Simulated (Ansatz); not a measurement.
Consider the following.

Mg:
```cif
data_Mg2
_chemical_formula_sum 'Mg2'
_space_group_name_H-M_alt 'Im-3m'
_space_group_IT_number 229
_space_group_name_Hall '-I 4 2 3'
_cell_length_a 3.55618
_cell_length_b 3.55618
_cell_length_c 3.55618
_cell_angle_alpha 90.000
_cell_angle_beta 90.000
_cell_angle_gamma 90.000
loop_
_atom_site_label
_atom_site_type_symbol
_atom_site_symmetry_multiplicity
_atom_site_Wyckoff_symbol
_atom_site_fract_x
_atom_site_fract_y
_atom_site_fract_z
_atom_site_occupancy
Mg1 Mg 2 a 0.00000 0.00000 0.00000 1
```
(The calculation used a cell of 1 atom; values per cell refer to that cell.)

This is the PBEsol-relaxed structure.

### Question
All from plane-wave PAW PBEsol (Ansatz code), unless another level is named. Predict the bulk modulus (Birch–Murnaghan fit).

### Answer
36.1 GPa.

### Question
And the elastic constants (relaxed ions, GPa)?

### Answer
C11 = 35.6, C12 = 36.8, C44 = 31.2.

The first step of the workflow began from a Materials Project structure, measured or hypothetical; the Crystallography Open Database copy checked does not list it. It is not the phase usual at ambient conditions (space group No. 194). The PBEsol relaxation kept the symmetry of its start. At this level the phase is mechanically unstable. As this level gives no gap, shear constants depend on the k-mesh and smearing (Fermi–Dirac, 0.1 eV here).

Potentials: the earlier of the program's two PAW sets.
